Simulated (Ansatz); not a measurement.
Relaxed-ion elastic tensor of LiNbO₃ in space group R3c (No. 161; Li on 6a, Nb on 6a, O on 18b) in GPa (Voigt order), DFT-PBEsol in the program Ansatz with PAW potentials; density 4.67 g/cm³, 10.52 Å³ per atom.

|  | 1 | 2 | 3 | 4 | 5 | 6 |
|---|---|---|---|---|---|---|
| 1 | 198 | 59.9 | 68.5 | 9.6 | 0.0 | 0.0 |
| 2 | 59.9 | 198 | 68.5 | -9.6 | 0.0 | 0.0 |
| 3 | 68.5 | 68.5 | 233 | 0.0 | 0.0 | 0.0 |
| 4 | 9.6 | -9.6 | 0.0 | 58.1 | 0.0 | 0.0 |
| 5 | 0.0 | 0.0 | 0.0 | 0.0 | 58.1 | 9.6 |
| 6 | 0.0 | 0.0 | 0.0 | 0.0 | 9.6 | 69.0 |

Is the crystal mechanically stable?

Yes: the smallest eigenvalue of C is 52.5 GPa.

Work out the Voigt, Reuss and Hill averages.

K_V = 114, K_R = 113, K_H = 113; G_V = 65.8, G_R = 63.8, G_H = 64.8 GPa.

Give Young's modulus, Poisson's ratio, Pugh's ratio and the universal anisotropy index.

E = 9KG/(3K + G) = 163 GPa; ν = 0.26; K/G = 1.75 (near the Pugh limit of 1.75, no verdict); A_U = 5G_V/G_R + K_V/K_R − 6 = 0.17.

Estimate the sound speeds and the Debye temperature.

v_l = √((K + 4G/3)/ρ) = 6540 m/s, v_t = √(G/ρ) = 3730 m/s, mean 4140 m/s; Θ = (h/k)(3n/4πV)^(1/3) v_m = 563 K.

Solve the Christoffel equation for the three sound speeds along x, y, z.

Eigenvalues of C_ijkl n_j n_l equal ρv² (piezoelectric stiffening left out). In km/s, slowest first: x 3.35, 4.00, 6.51; y 3.51, 3.84, 6.52; z 3.53, 3.53, 7.07.

How much does each axis shrink under pressure?

Linear compressibilities β_i = Σ_j S_ij (j = 1 to 3): x 3.2, y 3.2, z 2.4 per TPa.

The PBEsol relaxation kept the symmetry of its start. The run is not spin-polarised.

Potentials: the earlier of the program's two PAW sets. The files were generated under PBE; for other functionals the program regenerates the frozen cores, and for LDA and PBEsol the local potential too.
